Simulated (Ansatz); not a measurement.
Structure search: one GaSb₃ candidate

Computed with Ansatz 0.2.0, DFT PBE, scalar-relativistic, plane waves, PAW. Cutoff 420 eV, Gaussian smearing, Γ-centred meshes. Cell and atoms relax first on a coarse mesh and then on a finer one. In between, the cell is made exact in the group found at 0.06 Å. In metals the finer mesh still leaves noise of several meV/atom or more. The steps can't lower the symmetry of their start. No spin polarisation.

A trial structure of GaSb₃ was built thus: random cell by space group and Wyckoff sites (Im-3m, No. 229). The dimensions are guesses.

```yaml
crystal:
  lattice:
    - [-3.22379, 3.22379, 3.22379]
    - [3.22379, -3.22379, 3.22379]
    - [3.22379, 3.22379, -3.22379]
  atoms:
    - { symbol: Ga, position: [0.00000, 0.00000, 0.00000] }
    - { symbol: Sb, position: [0.00000, 0.50000, 0.50000] }
    - { symbol: Sb, position: [0.50000, 0.00000, 0.50000] }
    - { symbol: Sb, position: [0.50000, 0.50000, 0.00000] }
```

The zero of energy is the elements' standard structures at the same level; no fitted shifts are applied.

Problem. Describe the relaxed structure.

Solution. The symmetry stays Im-3m (No. 229). The volume per atom shrinks by 17.7 %, from 33.5 to 27.6 Å³. The shortest distance goes from 3.22 Å (Ga–Sb and Sb–Sb) to 3.02 Å (Ga–Sb and Sb–Sb). The energy falls by about 0.18 eV/atom (the start's value is from the coarse mesh). Conventional cell: a = 6.043 Å. Ga is surrounded by 6 Sb at 3.02 Å; Sb is surrounded by 2 Ga at 3.02 Å and 4 Sb at 3.02 Å.

```
CELL_PARAMETERS angstrom
-3.02169 3.02169 3.02169
3.02169 -3.02169 3.02169
3.02169 3.02169 -3.02169
ATOMIC_POSITIONS crystal
Ga 0.00000 0.00000 0.00000
Sb 0.00000 0.50000 0.50000
Sb 0.50000 0.00000 0.50000
Sb 0.50000 0.50000 0.00000
```

Problem. How does it come out in energy, and is it a metal?

Solution. The formation energy is +0.07 eV/atom and the gap on the 12×12×12 mesh of the 4-atom cell is 0 eV (a metal).

The separate elements lie lower, so it is unstable against them.

The last run used Gaussian smearing of 0.10 eV. Spin–orbit coupling, which can matter for Sb, is left out. A structure relaxed within its symmetry needn't be a true minimum. In all, the 3 runs took 93 s on 1 thread of Intel(R) Xeon(R) Processor @ 2.70GHz, with other jobs on the host.
